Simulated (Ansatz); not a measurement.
Input, command and steps of an Ansatz relaxation.

```yaml
crystal:
  lattice:
    - [3.1123290475, 1.7969040133, 5.6649062467]
    - [-3.1123290475, 1.7969040133, 5.6649062467]
    - [0.0, -3.5938080268, 5.6649062467]
  atoms:
    - { symbol: Bi, position: [0.85218, 0.85218, 0.85218] }
    - { symbol: Bi, position: [0.64782, 0.64782, 0.64782] }
    - { symbol: Bi, position: [0.14782, 0.14782, 0.14782] }
    - { symbol: Bi, position: [0.35218, 0.35218, 0.35218] }
    - { symbol: F, position: [0.05625, 0.44375, 0.75] }
    - { symbol: F, position: [0.75, 0.05625, 0.44375] }
    - { symbol: F, position: [0.44375, 0.75, 0.05625] }
    - { symbol: F, position: [0.94375, 0.55625, 0.25] }
    - { symbol: F, position: [0.25, 0.94375, 0.55625] }
    - { symbol: F, position: [0.55625, 0.25, 0.94375] }
basis:
  ecutwfc: 420
kpoints:
  mp_grid: { grid: [3, 3, 3] }
hamiltonian:
  xc: pbe
scf:
  occupations: { method: gaussian, width: 0.1 }
  lower_state_search: "off"
output:
  forces: true
  stress: true
  eigenvalues: true
relax:
  adjacent_minimum: "off"
  f_tol: 0.04
  max_steps: 70
  cell: { stress_tol: 0.4 }
```

```bash
ansatz run input.yaml --threads 1 --pin off --max-ram 2560MiB --backend cpu --events-out ev --progress --plain --runs-dir out
```

Computed with DFT PBE, scalar-relativistic, plane waves, PAW in Ansatz.

Of 24 frames 10 are shown, positions in Å and forces in eV/Å; the SCF threshold varies from step to step. Steps run on the plane waves of an earlier cell, with a Pulay correction in the pressure. The basis is chosen afresh for the last frame, the zero of the energies, and at times for earlier ones too; energy and pressure step there, also at an unchanged geometry. Here that happened at steps 18 (-25 meV/atom, 1.7 GPa), 22 (-3 meV/atom, 0.2 GPa); the frames before carry an error of that size. The mark taken_back stands on steps that the optimiser undid.

```xyz
10
Lattice="3.1123 1.7969 5.6649 -3.1123 1.7969 5.6649 0.0000 -3.5938 5.6649" Properties=species:S:1:pos:R:3:forces:R:3 pbc="T T T" step=1 free_energy_over_end_meV_per_atom=305.82 pressure_GPa=9.75
Bi    0.0000    0.0000   14.4826    0.0000    0.0000   -0.1590
Bi    0.0000    0.0000   11.0095    0.0000    0.0000    0.1590
Bi    0.0000    0.0000    2.5122    0.0000    0.0000    0.1590
Bi    0.0000    0.0000    5.9852    0.0000    0.0000   -0.1590
F    -1.2060   -1.7969    7.0811    0.1751    0.0000    0.0000
F     2.1592   -0.1460    7.0811   -0.0876    0.1517    0.0000
F    -0.9532    1.9429    7.0811   -0.0876   -0.1517    0.0000
F     1.2060    1.7969    9.9136   -0.1751    0.0000    0.0000
F    -2.1592    0.1460    9.9136    0.0876   -0.1517    0.0000
F     0.9532   -1.9429    9.9136    0.0876    0.1517    0.0000
10
Lattice="3.3011 1.9059 5.6232 -3.3011 1.9059 5.6232 0.0000 -3.8117 5.6232" Properties=species:S:1:pos:R:3:forces:R:3 pbc="T T T" step=4 free_energy_over_end_meV_per_atom=215.09 pressure_GPa=0.69 taken_back
Bi    0.0000    0.0000   14.0812    0.0000    0.0000    1.5619
Bi    0.0000    0.0000   11.2230    0.0000    0.0000   -1.5619
Bi    0.0000    0.0000    2.7883    0.0000    0.0000   -1.5619
Bi    0.0000    0.0000    5.6465    0.0000    0.0000    1.5619
F    -0.9384   -1.9059    7.0289   -0.0198    0.0000    0.0000
F     2.1197    0.1403    7.0289    0.0099   -0.0171    0.0000
F    -1.1813    1.7656    7.0289    0.0099    0.0171    0.0000
F     0.9384    1.9059    9.8405    0.0198    0.0000    0.0000
F    -2.1197   -0.1403    9.8405   -0.0099    0.0171    0.0000
F     1.1813   -1.7656    9.8405   -0.0099   -0.0171    0.0000
10
Lattice="3.3124 1.9124 5.5916 -3.3124 1.9124 5.5916 0.0000 -3.8248 5.5916" Properties=species:S:1:pos:R:3:forces:R:3 pbc="T T T" step=6 free_energy_over_end_meV_per_atom=180.05 pressure_GPa=-0.34
Bi    0.0000    0.0000   14.1194    0.0000    0.0000    0.1750
Bi    0.0000    0.0000   11.0427    0.0000    0.0000   -0.1750
Bi    0.0000    0.0000    2.6553    0.0000    0.0000   -0.1750
Bi    0.0000    0.0000    5.7320    0.0000    0.0000    0.1750
F    -0.9838   -1.9124    6.9895    0.0858    0.0000    0.0000
F     2.1481    0.1042    6.9895   -0.0429    0.0743    0.0000
F    -1.1643    1.8081    6.9895   -0.0429   -0.0743    0.0000
F     0.9838    1.9124    9.7852   -0.0858    0.0000    0.0000
F    -2.1481   -0.1042    9.7852    0.0429   -0.0743    0.0000
F     1.1643   -1.8081    9.7852    0.0429    0.0743    0.0000
10
Lattice="3.4758 2.0068 4.8371 -3.4758 2.0068 4.8371 0.0000 -4.0135 4.8371" Properties=species:S:1:pos:R:3:forces:R:3 pbc="T T T" step=9 free_energy_over_end_meV_per_atom=142.03 pressure_GPa=-0.56
Bi    0.0000    0.0000   12.3967    0.0000    0.0000    0.4207
Bi    0.0000    0.0000    9.3702    0.0000    0.0000   -0.4207
Bi    0.0000    0.0000    2.1145    0.0000    0.0000   -0.4207
Bi    0.0000    0.0000    5.1411    0.0000    0.0000    0.4207
F    -1.0664   -2.0068    6.0464   -0.1066    0.0000    0.0000
F     2.2711    0.0799    6.0464    0.0533   -0.0923    0.0000
F    -1.2047    1.9269    6.0464    0.0533    0.0923    0.0000
F     1.0664    2.0068    8.4649    0.1066    0.0000    0.0000
F    -2.2711   -0.0799    8.4649   -0.0533    0.0923    0.0000
F     1.2047   -1.9269    8.4649   -0.0533   -0.0923    0.0000
10
Lattice="3.5326 2.0396 4.2835 -3.5326 2.0396 4.2835 0.0000 -4.0792 4.2835" Properties=species:S:1:pos:R:3:forces:R:3 pbc="T T T" step=11 free_energy_over_end_meV_per_atom=93.50 pressure_GPa=0.37
Bi    0.0000    0.0000   11.1564    0.0000    0.0000    0.4658
Bi    0.0000    0.0000    8.1193    0.0000    0.0000   -0.4658
Bi    0.0000    0.0000    1.6940    0.0000    0.0000   -0.4658
Bi    0.0000    0.0000    4.7312    0.0000    0.0000    0.4658
F    -1.2058   -2.0396    5.3544    0.0333    0.0000    0.0000
F     2.3692   -0.0244    5.3544   -0.0166    0.0288    0.0000
F    -1.1635    2.0640    5.3544   -0.0166   -0.0288    0.0000
F     1.2058    2.0396    7.4961   -0.0333    0.0000    0.0000
F    -2.3692    0.0244    7.4961    0.0166   -0.0288    0.0000
F     1.1635   -2.0640    7.4961    0.0166    0.0288    0.0000
10
Lattice="3.5142 2.0289 4.6653 -3.5142 2.0289 4.6653 0.0000 -4.0578 4.6653" Properties=species:S:1:pos:R:3:forces:R:3 pbc="T T T" step=14 free_energy_over_end_meV_per_atom=49.98 pressure_GPa=-1.50
Bi    0.0000    0.0000   12.4827    0.0000    0.0000   -0.0951
Bi    0.0000    0.0000    8.5111    0.0000    0.0000    0.0951
Bi    0.0000    0.0000    1.5131    0.0000    0.0000    0.0951
Bi    0.0000    0.0000    5.4848    0.0000    0.0000   -0.0951
F    -1.2342   -2.0289    5.8316   -0.0068    0.0000    0.0000
F     2.3742   -0.0544    5.8316    0.0034   -0.0059    0.0000
F    -1.1400    2.0833    5.8316    0.0034    0.0059    0.0000
F     1.2342    2.0289    8.1642    0.0068    0.0000    0.0000
F    -2.3742    0.0544    8.1642   -0.0034    0.0059    0.0000
F     1.1400   -2.0833    8.1642   -0.0034   -0.0059    0.0000
10
Lattice="3.4421 1.9873 4.7799 -3.4421 1.9873 4.7799 0.0000 -3.9746 4.7799" Properties=species:S:1:pos:R:3:forces:R:3 pbc="T T T" step=16 free_energy_over_end_meV_per_atom=45.64 pressure_GPa=1.19
Bi    0.0000    0.0000   12.8322    0.0000    0.0000   -0.2185
Bi    0.0000    0.0000    8.6774    0.0000    0.0000    0.2185
Bi    0.0000    0.0000    1.5076    0.0000    0.0000    0.2185
Bi    0.0000    0.0000    5.6623    0.0000    0.0000   -0.2185
F    -1.2696   -1.9873    5.9749   -0.0825    0.0000    0.0000
F     2.3559   -0.1059    5.9749    0.0412   -0.0714    0.0000
F    -1.0862    2.0932    5.9749    0.0412    0.0714    0.0000
F     1.2696    1.9873    8.3649    0.0825    0.0000    0.0000
F    -2.3559    0.1059    8.3649   -0.0412    0.0714    0.0000
F     1.0862   -2.0932    8.3649   -0.0412   -0.0714    0.0000
10
Lattice="3.5229 2.0339 4.6616 -3.5229 2.0339 4.6616 0.0000 -4.0679 4.6616" Properties=species:S:1:pos:R:3:forces:R:3 pbc="T T T" step=19 free_energy_over_end_meV_per_atom=7.07 pressure_GPa=0.58
Bi    0.0000    0.0000   12.4585    0.0000    0.0000    0.0477
Bi    0.0000    0.0000    8.5185    0.0000    0.0000   -0.0477
Bi    0.0000    0.0000    1.5261    0.0000    0.0000   -0.0477
Bi    0.0000    0.0000    5.4662    0.0000    0.0000    0.0477
F    -1.2367   -2.0339    5.8270    0.0177    0.0000    0.0000
F     2.3798   -0.0541    5.8270   -0.0088    0.0153    0.0000
F    -1.1431    2.0880    5.8270   -0.0088   -0.0153    0.0000
F     1.2367    2.0339    8.1577   -0.0177    0.0000    0.0000
F    -2.3798    0.0541    8.1577    0.0088   -0.0153    0.0000
F     1.1431   -2.0880    8.1577    0.0088    0.0153    0.0000
10
Lattice="3.5702 2.0613 4.5838 -3.5702 2.0613 4.5838 0.0000 -4.1226 4.5838" Properties=species:S:1:pos:R:3:forces:R:3 pbc="T T T" step=21 free_energy_over_end_meV_per_atom=4.44 pressure_GPa=-0.03
Bi    0.0000    0.0000   12.2307    0.0000    0.0000    0.0356
Bi    0.0000    0.0000    8.3964    0.0000    0.0000   -0.0356
Bi    0.0000    0.0000    1.5207    0.0000    0.0000   -0.0356
Bi    0.0000    0.0000    5.3550    0.0000    0.0000    0.0356
F    -1.1908   -2.0613    5.7297    0.0092    0.0000    0.0000
F     2.3805   -0.0007    5.7297   -0.0046    0.0080    0.0000
F    -1.1897    2.0619    5.7297   -0.0046   -0.0080    0.0000
F     1.1908    2.0613    8.0216   -0.0092    0.0000    0.0000
F    -2.3805    0.0007    8.0216    0.0046   -0.0080    0.0000
F     1.1897   -2.0619    8.0216    0.0046    0.0080    0.0000
10
Lattice="3.6021 2.0797 4.5081 -3.6021 2.0797 4.5081 0.0000 -4.1593 4.5081" Properties=species:S:1:pos:R:3:forces:R:3 pbc="T T T" step=24 free_energy_over_end_meV_per_atom=0.00 pressure_GPa=0.03
Bi    0.0000    0.0000   12.0133    0.0000    0.0000   -0.0253
Bi    0.0000    0.0000    8.2730    0.0000    0.0000    0.0253
Bi    0.0000    0.0000    1.5109    0.0000    0.0000    0.0253
Bi    0.0000    0.0000    5.2512    0.0000    0.0000   -0.0253
F    -1.1606   -2.0797    5.6351    0.0056    0.0000    0.0000
F     2.3814    0.0347    5.6351   -0.0028    0.0048    0.0000
F    -1.2207    2.0450    5.6351   -0.0028   -0.0048    0.0000
F     1.1606    2.0797    7.8891   -0.0056    0.0000    0.0000
F    -2.3814   -0.0347    7.8891    0.0028   -0.0048    0.0000
F     1.2207   -2.0450    7.8891    0.0028    0.0048    0.0000
```

The start puts this composition into another compound's structure type, which needn't suit it. At the end the space group is R-3c (tolerance 0.05 Å).

The run took 62 s on 1 thread of Intel(R) Xeon(R) 6975P-C (Granite Rapids) (shared host), peak memory 0.51 GiB.

The k mesh is coarse. Spin–orbit coupling is left out, which can shift energies with elements as heavy as these.